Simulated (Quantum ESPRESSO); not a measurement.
# Computed records: GaGe$_{2}$AsN$_{2}$O (made-up cell, one site empty)

Calculation on a made-up crystal cell, not a measurement: periodic Kohn-Sham density functional theory in plane waves with PseudoDojo standard norm-conserving scalar-relativistic pseudopotentials, each functional with its own files (v0.5 for PBE, v0.4.1 for LDA and PBEsol), no spin polarisation, no spin-orbit coupling, atoms not relaxed, stress positive in tension, energies less a fixed whole-eV offset for each atom's element; levels are Kohn-Sham levels at fractions of this cell's reciprocal vectors, counted from the reference band (half the neutral cell's valence electrons, rounded up) at Gamma; error bars cover cutoff and k-mesh only, not smearing or the files; each bar is the largest change over components, and at least 0.002 eV, 0.002 eV per angstrom or 0.02 GPa; added strain carries the atoms with the cell, and shear is the tensor component; energies are for the whole cell, and the offsets were chosen from early runs and are not element reference energies. Program: Quantum ESPRESSO 7.5.

GaGe$_{2}$AsN$_{2}$O (made-up cell, one site empty)

```
cell vectors (Å)
   3.3640    -0.0398    -0.0040
  -0.0690     5.8274    -0.0530
  -0.0066    -0.0500     5.5670
atoms (fractions of the cell vectors)
Ge  0.49302  0.50226  0.01130
Ge  0.49980  0.16732  0.49875
Ga -0.01568  0.67727  0.50475
N   0.00149 -0.00141  0.38048
As  0.50512  0.50010  0.38141
O   0.47969  0.16913  0.87779
N   0.01242  0.66742  0.88272
```

- lattice type: wurtzite
- empty site: 1
- functional: pbe
- cutoff: 1143 eV
- fermi dirac smearing: 0.025 eV
- scf tolerance: 1e-07 eV
- electrons removed: 0
- k mesh: 5 x 4 x 4, shifted by half a step
- free energy less offsets: 8.86 eV
- scf iterations: 13
- smearing term minus ts: 0 eV
- pressure: 11.67 GPa
- stress xx: -9.61 GPa
- stress yy: -14.75 GPa
- stress zz: -10.64 GPa
- stress yz: 2.015 GPa
- stress xz: -3.408 GPa
- stress xy: -4.836 GPa
- reference band: 36
- error bar energy: 0.02037 eV
- error bar stress: 0.2281 GPa
- error bar force: 0.00678 eV/Å
- error bar next band up: 0.002 eV
- error bars from: tighter rerun of a related cell

Atoms:
| atoms element | atom site | atom energy offset (eV) |
| --- | --- | --- |
| Ge | 2 | -2430 |
| Ge | 3 | -2430 |
| Ga | 4 | -2080 |
| N | 5 | -283 |
| As | 6 | -2887 |
| O | 7 | -452 |
| N | 8 | -283 |

Forces:
| site | x (eV/Å) | y (eV/Å) | z (eV/Å) |
| --- | --- | --- | --- |
| 2 | 0.06798 | -0.6184 | -10.12 |
| 3 | -0.07774 | -8.598 | 4.316 |
| 4 | 3.286 | 6.738 | 5.372 |
| 5 | -0.1239 | 0.8879 | 1.548 |
| 6 | -3.009 | 0.6862 | 0.4329 |
| 7 | 0.1727 | 2.6 | -1.771 |
| 8 | -0.3156 | -1.695 | 0.2173 |

Levels:
| level k point | next band up (eV) |
| --- | --- |
| Gamma | 0.8435 |
| (1/2,1/2,1/2) | 1.893 |
| (0.15,0,0) | 1.873 |
| (0,0.15,0) | 1.182 |
| (0,0,0.15) | 1.083 |
